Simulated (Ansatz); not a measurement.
## Profile along the Br–K line in KBr (rock salt)

KBr (rock salt)

```xyz
2
Lattice="0.0000 3.3041 3.3041 3.3041 0.0000 3.3041 3.3041 3.3041 0.0000" Properties=species:S:1:pos:R:3 pbc="T T T"
Br     0.0000     0.0000     0.0000
K      3.3041     3.3041     3.3041
```

Fields along a shortest Br–K line of a {100} plane (3.30 Å), from Br to K, interpolated on the slice's grid (step about 0.2 Å). Computed with r2SCAN (plane waves to 500 eV, PAW, scalar-relativistic; Ansatz, a program for electronic structure). k mesh 9×9×9. Near the nuclei the fields are pseudised (PAW); where an atom keeps semicore shells as valence, they peak there. KBr was relaxed with its symmetry unable to fall.

```tsv
distance from Br (Å)	valence electron density (e/Å³)	electron localisation function
0.00	0.06	x
0.17	0.19	x
0.33	0.59	x
0.50	1.04	x
0.66	1.18	0.77
0.82	0.96	0.88
0.99	0.63	0.88
1.16	0.37	0.83
1.32	0.22	0.75
1.48	0.13	0.48
1.65	0.09	0.12
1.81	0.07	0.03
1.98	0.10	0.06
2.15	0.19	0.33
2.31	0.45	0.71
2.47	1.03	0.85
2.64	2.03	0.88
2.81	3.24	x
2.97	4.04	x
3.14	4.14	x
3.30	4.02	x
```

x: too close to a nucleus for the ELF to mean much.

Density on the Br–K line (3.30 Å) at its density minimum, 1.8 Å from Br: 0.07 e/Å³. ELF at that point: 0.0. Character of the Br–K contact (rough rule: ELF there above 0.7 covalent, below 0.2 ionic, polar between): closed-shell (ionic).
